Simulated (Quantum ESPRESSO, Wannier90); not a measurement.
**Wannierisation of In2Te3 (R-3m)**

```xyz
5
Lattice="-2.1741 3.7657 0.0000 -4.3482 0.0000 0.0000 -2.1741 1.2552 9.7890" Properties=species:S:1:pos:R:3 pbc="T T T"
In    -2.1741     1.2552    -1.9787
In     2.1741    -1.2552     1.9787
Te     2.1741    -1.2552    -3.4902
Te    -2.1741     1.2552     3.4902
Te     0.0000     0.0000     0.0000
```

Structure: Materials Project mp-1068510, symmetrised, not relaxed again. Not found in the COD (Crystallography Open Database) copy used, which has the formula in other groups; not checked further. Level: PBEsol, no spin polarisation, no spin-orbit coupling; pw.x of Quantum ESPRESSO at 66 Ry with PseudoDojo potentials, 6×6×6 k-points, Wannier90. Density: 8×8×8 mesh, cold smearing 0.01 Ry. Spin-orbit coupling is left out although heavy elements are present.

A tight-binding model is made by disentanglement and projection with no localisation steps (num_iter = 0), so the 20 orbitals stay atom-like: hydrogen-like In: s;p; Te: s;p, axes along x, y, z; frozen window up to 1.49 eV relative to the Fermi level. It follows pw.x to 3.4 meV rms for states up to 1.0 eV relative to the Fermi level. Matrix elements depend on this choice of orbitals and windows.

### Question
What are the on-site energies relative to the Fermi level, and how fast do the hoppings decay?

### Answer
```json
[
 {"atom": "In1", "orbitals": "s", "energy (eV)": "-2.93"},
 {"atom": "In1", "orbitals": "pz px py", "energy (eV)": "2.84"},
 {"atom": "In2", "orbitals": "s", "energy (eV)": "-2.93"},
 {"atom": "In2", "orbitals": "pz px py", "energy (eV)": "2.84"},
 {"atom": "Te3", "orbitals": "s", "energy (eV)": "-9.53"},
 {"atom": "Te3", "orbitals": "pz", "energy (eV)": "-0.57"},
 {"atom": "Te3", "orbitals": "px py", "energy (eV)": "-0.47"},
 {"atom": "Te4", "orbitals": "s", "energy (eV)": "-9.53"},
 {"atom": "Te4", "orbitals": "pz", "energy (eV)": "-0.57"},
 {"atom": "Te4", "orbitals": "px py", "energy (eV)": "-0.47"},
 {"atom": "Te5", "orbitals": "s", "energy (eV)": "-9.68"},
 {"atom": "Te5", "orbitals": "pz", "energy (eV)": "-0.35"},
 {"atom": "Te5", "orbitals": "px py", "energy (eV)": "-0.49"}
]
```

```tsv
distance of the centres (Å)	largest modulus (eV)
2–3	1.4
3–4	1.5
4–5	0.26
5–6	0.033
6–7	0.28
7–8	0.027
8–9	0.014
9–10	0.075
10–11	0.0065
```
